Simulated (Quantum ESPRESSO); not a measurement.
Space group R-3, hexagonal axes (No. 148); a = 5.285 Å, b = 5.285 Å, c = 14.538 Å, α = 90.00°, β = 90.00°, γ = 120.00°

```tsv
atom	site	symmetry	x	y	z
Li	6c	3.	0.0000	0.0000	0.3622
O	18f	1	0.3180	0.0280	0.2441
Nb	6c	3.	0.0000	0.0000	0.1444
```
(The calculation used a cell of 10 atoms; values per cell refer to that cell.)

The geometry is that of Materials Project entry mp-1078377, symmetrised and not relaxed again.

### Question
What does PBEsol (pw.x of Quantum ESPRESSO, ONCV potentials, no spin-orbit coupling) give for the electronic structure near the Fermi level?

### Answer
The PBEsol gap is 3.79 eV; at least one edge lies off the plotted path, at a point of the SCF mesh. The smallest direct gap is 3.79 eV. Another valence and conduction extremum on the path lies within 0.02 eV, too close to call. Spin-orbit splittings are left out.

This is not the ordinary phase of the substance.
